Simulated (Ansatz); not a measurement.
Ta2O5:
```
CELL_PARAMETERS angstrom
     -2.62344     2.62344     4.77641
      2.62344    -2.62344     4.77641
      2.62344     2.62344    -4.77641
ATOMIC_POSITIONS crystal
  Ta 0.19724 0.19724 0.00000
  Ta 0.80276 0.80276 0.00000
  O  0.00000 0.00000 0.00000
  O  0.50000 0.00000 0.00000
  O  0.00000 0.00000 0.50000
  O  0.00000 0.50000 0.00000
  O  0.50000 0.50000 0.50000
```

Relaxed with r²SCAN. Special points in fractions of this cell's reciprocal vectors: Γ (0.000, 0.000, 0.000); X (0.000, 0.000, 0.500); P (0.250, 0.250, 0.250); N (0.000, 0.500, 0.000); M (0.500, 0.500, -0.500); S (0.325, 0.675, -0.325); S0 (-0.325, 0.325, 0.325); R (-0.151, 0.151, 0.500); G (0.500, 0.500, -0.151).

Question: List the band energies nearest the valence-band maximum at these points for plane-wave PAW r²SCAN with spin–orbit coupling (Ansatz code).

Answer: In eV from the valence-band maximum; about four levels below and three above (degenerate sets whole), none deeper than 8.9 eV; points with the same levels are listed once.

| k | below | above |
|---|---|---|
| Γ | -1.17 -1.17 0.00 0.00 | 2.07 2.07 2.23 2.23 |
| X | -2.19 -2.19 -2.08 -2.08 | 2.46 2.46 4.33 4.33 |
| P | -2.21 -2.21 -2.14 -2.14 | 3.14 3.14 3.33 3.33 |
| N | -0.85 -0.85 -0.83 -0.83 | 3.49 3.49 4.16 4.16 |
| M | -1.23 -1.23 0.00 0.00 | 2.26 2.26 4.12 4.12 |
| S | -1.13 -1.13 -0.50 -0.50 | 3.72 3.72 4.27 4.27 |
| R | -1.97 -1.97 -1.36 -1.36 | 3.05 3.05 4.29 4.29 |

Space group I4/mmm. The first step of the workflow began from a Materials Project structure, measured or hypothetical; the Crystallography Open Database copy checked does not list it. COD files the formula under space group No. 49, so this cell is another polymorph or a model. Its standing as an ambient phase is unchecked. The cell was relaxed with r²SCAN under the symmetry of its start. At this level the phase is dynamically unstable (imaginary phonons). No spin polarisation was allowed.

Potentials: the later of the program's two PAW sets.
